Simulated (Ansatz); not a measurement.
Given:

TaC:
Space group Fm-3m (No. 225); a = b = c = 4.475 Å, α = β = γ = 90.00°

```
atom  site  symmetry       x       y       z
----  ----  --------  ------  ------  ------
Ta      4a      m-3m  0.0000  0.0000  0.0000
C       4b      m-3m  0.5000  0.5000  0.5000
```
(The calculation used a cell of 2 atoms; values per cell refer to that cell.)

This is the PBE-relaxed structure.

Task: All from PBE in the plane-wave PAW code Ansatz, unless another level is named. Give the electronic character.

Result: metallic (no gap).

Task: What about the formation energy from the elements (no fitted shifts)?

Result: -597 meV/atom.

Task: Give the density of states at the Fermi level.

Result: 0.31 states/eV per atom (mean over ±0.08 eV).

The PBE relaxation kept the symmetry of its start. No spin polarisation was allowed. The references are the lowest solids computed at this level, not always the standard phases. Scalar-relativistic: spin–orbit coupling is off unless named, which matters more the heavier the elements.

Potentials: the later of the program's two PAW sets.
